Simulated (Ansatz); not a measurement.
Cs3FeF6 in space group Fm-3m (No. 225; Cs on 8c, Cs on 4b, Fe on 4a, F on 24e), r²SCAN (plane waves, PAW; program Ansatz). The conduction-band minimum lies at X, with 3 equivalent valleys. Second derivatives d²E/dk² of the lowest band at one valley (eV·Å²), along Cartesian directions:

| direction | d²E/dk² |
|---|---|
| [100] | 0.4546 |
| [010] | 1.199 |
| [001] | 1.199 |
| [110] | 0.8269 |
| [101] | 0.8269 |
| [011] | 1.199 |

Problem. Find the principal effective masses, the density-of-states mass and the conductivity mass.

Solution. Off-diagonal terms follow from H_xy = H[110] − (H_xx + H_yy)/2, and m*/mₑ = 7.620 eV·Å² over each eigenvalue: 6.4, 6.4, 17. One valley's DOS mass (m₁m₂m₃)^(1/3) = 8.8, conductivity mass 3/(Σ 1/mᵢ) = 8.0 mₑ.

Problem. What effective density of states Nc follows at 300 K for parabolic valleys?

Solution. Nc = 2.509e19 × 3 × (8.8)^(3/2) / 2 (one spin channel) ≈ 9.8e20 cm⁻³.

The first step of the workflow began from a Materials Project structure, measured or hypothetical; the Crystallography Open Database copy checked does not list it. Whether it is the stable phase at ambient conditions was not checked. The cell was relaxed with r²SCAN under the symmetry of its start; whether a distortion lowers the energy is not shown. The final state is ferromagnetic, chosen from 3 collinear starts compared on coarse meshes (ties went to the first, and starts can fall back to one state), not a proven ground state. Other orbital occupations within this spin state were not tried. No Hubbard U is applied. Spin–orbit coupling is left out wherever it is not named.

Potentials: the later of the program's two PAW sets.

Edges and masses are those of Kohn–Sham bands, whose gap is no quasiparticle gap.
